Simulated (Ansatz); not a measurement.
**K2Y6Te: reading a single point**

```
CELL_PARAMETERS angstrom
0.00000 7.19533 0.00000
7.19533 0.00000 0.00000
3.59766 3.59766 -5.08791
ATOMIC_POSITIONS crystal
Te 0.00000 0.00000 0.00000
K 0.25000 0.75000 0.50000
K 0.75000 0.25000 0.50000
Y 0.25000 0.25000 0.50000
Y 0.75000 0.75000 0.50000
Y 0.25100 0.25100 0.00000
Y 0.25100 0.74900 0.00000
Y 0.74900 0.74900 0.00000
Y 0.74900 0.25100 0.00000
```

Method: PBE, no spin polarisation; PAW, plane waves to 420 eV, 7×7×7 Γ-centred mesh, cold occupations (width 0.1524 eV) (Ansatz 0.2.0), atoms fixed.

- At the Fermi level: It is a metal, with about 12 states/eV a cell as the mean within 0.25 eV of the Fermi level, mostly Y d (78 %).
- Contacts: Te–Y at 2.54 Å: least valence density 0.47 e/Å³ and ELF 0.22 there. K–Y at 3.60 Å: least valence density 0.06 e/Å³ and ELF 0.08 there. Both are smooth PAW fields, read partly inside the augmentation spheres.
- Stress: The pressure is 18.1 GPa (compression positive), so with the atoms held at these fractions the cell would first expand; the forces are large, so a full relaxation may end otherwise.
- Formation energy: 0.82 eV an atom against the elements' usual phases (free molecules for gases, crystals otherwise, with no correction for O₂ or N₂), so at this geometry it isn't bound against them. Relaxing would lower it.
- Charges: Bader charges in e: K +0.42, Y +0.31, Te -2.68. In the mean K gives up most and Te takes most.

Origin: a known structure type with other elements, at an estimated volume, so it need not be a known compound. Caveats: many states at the Fermi level without spin polarisation, so a magnetic state may lie lower; atoms or cell far from equilibrium; wide smearing.
